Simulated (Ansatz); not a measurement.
**SiC with nitrogen replacing C: gradients before and after relaxing the atoms**

Start: a supercell of SiC (wurtzite type, P6_3mc) built from an entry of the Crystallography Open Database (COD), with all atoms left at the host's positions.

Space group P3m1 (No. 156); a = 6.1520, c = 10.0960 Å, γ = 120.00°.

| site | Wyckoff | site symmetry | x | y | z |
| --- | --- | --- | --- | --- | --- |
| Si1 | 1a | 3m. | 0.0000 | 0.0000 | 0.0000 |
| Si2 | 1a | 3m. | 0.0000 | 0.0000 | 0.5000 |
| Si3 | 3d | .m. | 0.0000 | 0.5000 | 0.0000 |
| Si4 | 3d | .m. | 0.0000 | 0.5000 | 0.5000 |
| Si9 | 3d | .m. | 0.1667 | 0.8333 | 0.2500 |
| Si10 | 3d | .m. | 0.1667 | 0.8333 | 0.7500 |
| Si15 | 1c | 3m. | 0.6667 | 0.3333 | 0.2500 |
| Si16 | 1c | 3m. | 0.6667 | 0.3333 | 0.7500 |
| N | 1a | 3m. | 0.0000 | 0.0000 | 0.1925 |
| C18 | 1a | 3m. | 0.0000 | 0.0000 | 0.6925 |
| C19 | 3d | .m. | 0.0000 | 0.5000 | 0.1925 |
| C20 | 3d | .m. | 0.0000 | 0.5000 | 0.6925 |
| C25 | 3d | .m. | 0.1667 | 0.8333 | 0.4425 |
| C26 | 3d | .m. | 0.1667 | 0.8333 | 0.9425 |
| C31 | 1c | 3m. | 0.6667 | 0.3333 | 0.4425 |
| C32 | 1c | 3m. | 0.6667 | 0.3333 | 0.9425 |

One atom of each set is listed.

The numbers come from a DFT calculation in Ansatz (PBE, plane waves and PAW, scalar-relativistic, 420 eV cutoff, Γ-centred 4×4×2 k-points, Fermi–Dirac smearing 0.01 eV, cell charge +1).

The largest force at the start is 1.6 eV/Å. Relaxing the ions at fixed cell moves them by 0.043 Å at most (atom 15, Si) and 0.027 Å rms.

```
site  moved (Å)                 first shell before                  first shell after  V_zz before (10²¹ V/m²)  η before
 Si1      0.015       3 C at 1.87 Å, 1 N at 1.94 Å       3 C at 1.86 Å, 1 N at 1.93 Å                     7.03      0.00
 Si2      0.036                 4 C at 1.87–1.94 Å                 4 C at 1.88–1.89 Å                     1.25      0.00
 Si3      0.014                 4 C at 1.87–1.94 Å                 4 C at 1.87–1.90 Å                     2.14      0.10
 Si4      0.027                 4 C at 1.87–1.94 Å                 4 C at 1.88–1.90 Å                     1.35      0.18
 Si9      0.043  3 C at 1.87–1.94 Å, 1 N at 1.87 Å  3 C at 1.87–1.88 Å, 1 N at 1.91 Å                     4.50      0.28
Si15      0.043                 4 C at 1.87–1.94 Å                      4 C at 1.88 Å                     1.10      0.00
Si16      0.014                 4 C at 1.87–1.94 Å                 4 C at 1.88–1.90 Å                     1.90      0.00
   N      0.028                4 Si at 1.87–1.94 Å                4 Si at 1.91–1.93 Å                    -0.53      0.00
 C19      0.030                4 Si at 1.87–1.94 Å                4 Si at 1.88–1.90 Å                     0.66      0.16
 C25      0.038                4 Si at 1.87–1.94 Å                4 Si at 1.87–1.90 Å                     0.73      0.19
 C26      0.005                4 Si at 1.87–1.94 Å                4 Si at 1.86–1.92 Å                     0.50      0.30
```

Question: What are V_zz and η after the relaxation?

Answer: 

```csv
site,V_zz after,η after,change of V_zz
Si1,6.45,0.00,-0.58
Si2,-0.28,0.00,-1.53
Si3,0.99,0.27,-1.15
Si4,-0.34,0.67,–
Si9,5.35,0.12,+0.85
Si15,-0.46,0.00,-1.56
Si16,0.60,0.00,-1.30
N,-0.24,0.00,+0.29
C19,0.48,0.42,-0.18
C25,0.49,0.04,-0.24
C26,0.37,0.37,-0.13
```

The largest change of V_zz along a kept axis is on Si15, from 1.10 to -0.46. In per cent, |V_zz| changes by -68 to +19 on Si, -54 on N, -34 to -25 on C (all sites that start above 0.5, bar those whose gradient vanishes or changes sign or whose main axis turns by over 40°). Where |V_zz| stays above 0.1 and the axes keep their order, η moves most on C19, from 0.16 to 0.42. On Si9 V_xx and V_yy change places (or their axes turn by over 50°), so the two values of η hide a larger change. V_zz changes sign on Si2 (same axis), Si15 (same axis). On Si4 the largest principal value lies along another axis in the second run, so the two V_zz can't be compared directly. The table leaves out 5 of the 16 sites, with |V_zz| up to 2.35; their tensors move by 1.23 at most along any direction. The statements above cover all sites. The host's own positions weren't relaxed first, so part of the change far from the defect can be the host's relaxation.

The defect repeats with the cell of 32 atoms, so it feels its images: sites between two images don't show the values beside a lone defect, and zeros or small values of η there can come from the images' arrangement. C and Si carry a gradient in the pure host already, so the values there aren't the defect's effect alone. A uniform background compensates the cell's charge.
Before: The neighbours have not yet relaxed around the defect (largest force 1.6 eV/Å), so a real crystal will differ.
After: The relaxation keeps the site symmetry 3m of the start, so the impurity can move only along its axis; a start off the site could end lower.
